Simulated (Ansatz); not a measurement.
# Ga started on a Sn site and an I vacancy, 6.88 Å apart on the ideal sites in cubic perovskite CsSnI3, 39 atoms, charge −1

All numbers come from Ansatz (PAW, plane waves, no spin–orbit coupling) at the single k point (¼, ¼, ¼) without its symmetry partners. The atoms were relaxed with PBEsol in a fixed cell; other functionals are single points on those atoms unless said otherwise. The valence top and gap of the host come from its small cell on a dense mesh, with the band extrema sought between the mesh points, lined up by the mean potential, PBEsol gap 0.15 eV, r²SCAN gap 0.31 eV. The charge correction uses an assumed dielectric constant of 30.

Cell: a = 12.314 Å, b = 12.314 Å, c = 12.314 Å, α = 90.00°, β = 90.00°, γ = 90.00°.

Nearest atoms after relaxation, from the placed atom (for vacancies from the middle of the vacant sites): I at 3.07 Å, I at 3.07 Å, I at 3.07 Å, I at 3.08 Å, I at 3.09 Å, I at 3.10 Å.

Chemical potentials μ are those of reference phases of the elements at zero temperature by the same functional (the usual solids, diamond for C, grey Sn, and the molecules H2, N2, O2, F2, Cl2, Br2 and S8).

```csv
functional,E(defect) − E(host) − Σ nμ + q·E_VBM (eV),monopole (eV),alignment (eV),formation energy at E_F = VBM (eV),moment (μB),"wall time, shared host"
PBEsol,1.68,0.06,0.17,1.91,1.0,64 s on NVIDIA H100 (relaxation)
```

**Question.** Estimate the formation energy and moment that r²SCAN gives on these atoms.

**Answer.** 1.90 eV at E_F = VBM (1.67 eV before the monopole term 0.06 eV and the alignment 0.17 eV), moment 1.0 μB.

**Question.** How does the monopole term follow by hand for this cubic cell?

**Answer.** q²·α·e²/(4πε₀)/(2εL) with the Madelung constant α = 2.837 and e²/4πε₀ = 14.40 eV·Å: 1 × 2.837 × 14.40 / (2 × 30 × 12.314) = 0.06 eV.

r²SCAN one-electron levels near the gap (the ten most localised at most), from the host's valence top, not corrected for the charge's images:

```csv
level (eV),spin,filling,atoms sharing it,element of the atom with most weight
-0.11,up,1.00,3.9,Sn
```

All elements are taken at their own reference at once; growth conditions in equilibrium with the host shift these energies, by up to the host's formation enthalpy.

The ideal cubic host may itself distort, and that gain is in these energies.

One k point and a cell of this size can leave errors of several tenths of an eV in such numbers.
